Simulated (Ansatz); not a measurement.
The start is a generated cell, Ba built in the beta-Sn structure type. The structure is fully relaxed (lattice and positions, P = 0) with PBE (plane waves to 420 eV, PAW, scalar-relativistic; Ansatz, a program for electronic structure). First-step values are on the input's coarse k-mesh.

Ansatz input (later rounds restart from its end on a renewed k-mesh):
Ansatz 0.2 input:
```yaml
crystal:
  lattice:
    - [-3.933558, 3.933558, 2.146196]
    - [3.933558, -3.933558, 2.146196]
    - [3.933558, 3.933558, -2.146196]
  atoms:
    - { symbol: Ba, position: [0.75, 0.25, 0.5] }
    - { symbol: Ba, position: [0, 0, 0] }
basis: { ecutwfc: 420, ecutrho_ratio: 4, xc_grid: 2, fft_grid_basis: typed }
kpoints: { mp_grid: { grid: [9, 9, 9] } }
hamiltonian:
  xc: pbe
  dispersion: none
  pseudopotentials: { azcp: { folder: ./paw }, kind: paw }
scf: { occupations: { method: fermi_dirac, width: 0.05 } }
relax: { f_tol: 0.01, max_steps: 100, cell: { stress_tol: 0.02 } }
output: { forces: true, stress: true }
```

```yaml
volume_change: -9.3 %, from 66.42 to 60.26 Å³/atom
optimiser_moves: 3
```

It ends as:

Space group I4₁/amd, origin choice 1 (No. 141); a = b = 7.6386 Å, c = 4.1308 Å, α = β = γ = 90.00°

```
atom  site  symmetry       x       y       z
----  ----  --------  ------  ------  ------
Ba      4a      -4m2  0.0000  0.0000  0.0000
```
(The calculation used a cell of 2 atoms; values per cell refer to that cell.)

Final values are on a 13×13×13 k-mesh of the relaxed cell. No spin polarisation in the result.

The run could not lose the symmetry of its start: the end is stationary, and may be a saddle point rather than a minimum.

All atoms sit on sites fixed by symmetry, so only the cell could relax.

The relaxed structure here is a generated cell of Ba: the first start was made by placing the elements on the sites of a structure type, and the end was not matched to a known phase here, so it may be hypothetical. Known forms of Ba include space group No. 229.
